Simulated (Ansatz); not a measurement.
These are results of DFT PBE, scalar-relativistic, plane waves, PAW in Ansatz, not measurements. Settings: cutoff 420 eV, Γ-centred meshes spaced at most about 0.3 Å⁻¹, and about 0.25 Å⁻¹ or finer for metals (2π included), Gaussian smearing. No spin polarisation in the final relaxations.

Temperature and zero-point effects are left out. All come from trial cells, and lower structures may exist.

Task: These unrelaxed guesses for BIr3Pd are each relaxed within their symmetry. Order them by the energy at which they end, lowest first.
1.

```
B Pd Ir
1.0
     3.99612    0.00000    0.00000
     0.00000    3.99612    0.00000
     0.00000    0.00000    3.99612
B Pd Ir
1 1 3
Cartesian
  1.9981 1.9981 1.9981
  0.0000 0.0000 0.0000
  0.0000 1.9981 1.9981
  1.9981 1.9981 0.0000
  1.9981 0.0000 1.9981
```

2.

```
B Pd Ir
1.0
     3.16018    0.00000    0.00000
     0.00000    3.16018    0.00000
     0.00000    0.00000    7.06756
B Pd Ir
1 1 3
Direct
  0.50000 0.50000 0.00000
  0.00000 0.00000 0.00000
  0.50000 0.50000 0.35392
  0.50000 0.50000 0.64608
  0.00000 0.00000 0.50000
```

3.

```
B Pd Ir
1.0
     4.01363    0.00000    0.00000
    -2.00681    3.47590    0.00000
     0.00000    0.00000    5.14004
B Pd Ir
1 1 3
Direct
  0.00000 0.00000 0.50000
  0.00000 0.00000 0.00000
  0.50000 0.00000 0.50000
  0.00000 0.50000 0.50000
  0.50000 0.50000 0.50000
```

Result: 2 (ends in P4/mmm, 0 meV/atom), 1 (ends in Pm-3m, antiperovskite type, 102 meV/atom), 3 (ends in P6/mmm, 0.85 eV/atom). Even the lowest end lies +0.15 eV/atom against the elements.

These runs have no spin–orbit coupling, which can matter for Ir. A magnetic state wasn't ruled out in cells without spin, among them Pm-3m. Cells relaxed within their symmetry can be saddle points. Some candidate types were left out of the draw beforehand, so a known form may be missing.
